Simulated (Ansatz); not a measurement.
IrO$_{2}$:
```
CELL_PARAMETERS angstrom
      2.97858     0.00000     0.00000
     -1.48929     2.57953     0.00000
      0.00000     0.00000    10.16061
ATOMIC_POSITIONS crystal
  Ir 0.33333 0.66667 0.25000
  Ir 0.66667 0.33333 0.75000
  O  0.33333 0.66667 0.63177
  O  0.66667 0.33333 0.13177
  O  0.66667 0.33333 0.36823
  O  0.33333 0.66667 0.86823
```

Relaxed with PBE. Special points in fractions of this cell's reciprocal vectors: Γ (0.000, 0.000, 0.000); M (0.500, 0.000, 0.000); K (0.333, 0.333, 0.000); A (0.000, 0.000, 0.500); L (0.500, 0.000, 0.500); H (0.333, 0.333, 0.500).

Question: List the band energies nearest the Fermi level at these points for PBE (plane waves, PAW; program Ansatz).

Answer: In eV from the Fermi level; about four levels below and three above (degenerate sets whole), none deeper than 8.9 eV; points with the same levels are listed once.

```
k                    below                above
-  -----------------------  -------------------
Γ  -0.03 -0.03 -0.03 -0.03  0.12 0.12 0.18 0.18
M  -0.76 -0.75 -0.62 -0.59       0.56 0.91 1.69
K  -3.37 -3.33 -2.00 -2.00  0.58 0.58 0.80 0.80
A  -0.03 -0.03 -0.03 -0.03  0.15 0.15 0.15 0.15
L  -0.76 -0.76 -0.60 -0.60  0.73 0.73 1.73 1.73
H  -3.35 -3.35 -2.00 -2.00  0.58 0.58 0.80 0.80
```

Space group P6_3/mmc. A made-up cell: these elements were put on the sites of a structure type; neither database checked (COD, Materials Project) lists it. It is not the phase usual at ambient conditions (space group No. 136). Symmetry was held in the PBE relaxation; its stability against distortions is not shown here. The run is not spin-polarised. A crystal of weakly bound layers computed without a dispersion correction: the cell and the soft elastic constants depend strongly on that. Spin–orbit coupling is left out wherever it is not named.

Potentials: the later of the program's two PAW sets.
